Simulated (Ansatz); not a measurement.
AgI:
```cif
data_Ag2I2
_chemical_formula_sum 'I2 Ag2'
_space_group_name_H-M_alt 'P63mc'
_space_group_IT_number 186
_space_group_name_Hall 'P 6c -2c'
_cell_length_a 4.48479
_cell_length_b 4.48479
_cell_length_c 7.34206
_cell_angle_alpha 90.000
_cell_angle_beta 90.000
_cell_angle_gamma 120.000
loop_
_atom_site_label
_atom_site_type_symbol
_atom_site_symmetry_multiplicity
_atom_site_Wyckoff_symbol
_atom_site_fract_x
_atom_site_fract_y
_atom_site_fract_z
_atom_site_occupancy
I1 I 2 b 0.33333 0.66667 0.00224 1
Ag1 Ag 2 b 0.66667 0.33333 0.12776 1
```

Relaxed with LDA.

**Question.** Decompose the optical modes at the zone centre into irreducible representations, and say which are infrared and Raman allowed.

**Answer.** Point group 6mm: Γ_opt = A1 + 2B1 + E1 + 2E2. Infrared: A1, E1. Raman: A1, E1, E2.

**Question.** Assign frequencies (DFPT, DFT-LDA in the program Ansatz with PAW potentials; without the LO–TO term).

**Answer.** E2 21, B1 84, A1 118, E1 119, E2 125, B1 134 cm⁻¹.

Subscripts of B labels follow the axes of the standard setting.

Space group P6_3mc (wurtzite). Symmetry was held in the LDA relaxation; phonons on a q-mesh show no instability. No spin polarisation was allowed. Spin–orbit coupling is left out wherever it is not named.

Potentials: the later of the program's two PAW sets.
